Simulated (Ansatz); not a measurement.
## TiO2 under strain: Coordination and 17O quadrupole coupling

Cell: a structure deposited in the COD, relaxed with PBE at fixed cell and then changed (z compressed by 3 %, ions relaxed).

```cif
data_structure
_symmetry_space_group_name_H-M 'P 1'
_symmetry_Int_Tables_number 1
_cell_length_a 5.1450
_cell_length_b 9.1850
_cell_length_c 5.2836
_cell_angle_alpha 90.000
_cell_angle_beta 90.000
_cell_angle_gamma 90.000
_cell_volume 249.69
loop_
_atom_site_label
_atom_site_type_symbol
_atom_site_fract_x
_atom_site_fract_y
_atom_site_fract_z
_atom_site_occupancy
Ti1 Ti 0.13911 0.12908 0.90315 1
Ti2 Ti 0.63911 0.37092 0.09685 1
Ti3 Ti 0.86089 0.62908 0.59685 1
Ti4 Ti 0.36089 0.87092 0.40315 1
Ti5 Ti 0.86089 0.87092 0.09685 1
Ti6 Ti 0.36089 0.62908 0.90315 1
Ti7 Ti 0.13911 0.37092 0.40315 1
Ti8 Ti 0.63911 0.12908 0.59685 1
O9 O 0.46315 0.22983 0.89150 1
O10 O 0.96315 0.27017 0.10850 1
O11 O 0.53685 0.72983 0.60850 1
O12 O 0.03685 0.77017 0.39150 1
O13 O 0.53685 0.77017 0.10850 1
O14 O 0.03685 0.72983 0.89150 1
O15 O 0.46315 0.27017 0.39150 1
O16 O 0.96315 0.22983 0.60850 1
O17 O 0.81845 0.00827 0.84513 1
O18 O 0.31845 0.49173 0.15487 1
O19 O 0.18155 0.50827 0.65487 1
O20 O 0.68155 0.99173 0.34513 1
O21 O 0.18155 0.99173 0.15487 1
O22 O 0.68155 0.50827 0.84513 1
O23 O 0.81845 0.49173 0.34513 1
O24 O 0.31845 0.00827 0.65487 1
```

Atoms are numbered from 1 in the order listed; like atoms form one site, named after its first atom.

Computed with Ansatz: DFT, PBE, plane waves and PAW, scalar-relativistic, 420 eV cutoff, Γ-centred 5×3×5 k-points, Fermi–Dirac smearing 0.02 eV.

Q(17O) = -25.58 mb.

(1) Order the O environments from the weakest to the strongest quadrupole coupling.
A. O17: 3 Ti at 1.85–2.01 Å
B. O9: 3 Ti at 1.91–2.02 Å; also 1 Ti at 3.33 Å

Answers

(1) A (1.11 MHz, η = 0.94), B (1.44 MHz, η = 0.70).

Like point charges on the first shell alone (each adding as 1/d³) would put O17 above O9: the covalent part of each bond and the atoms beyond the first shell count as well.

At this changed cell the PBE pressure is 12 GPa.
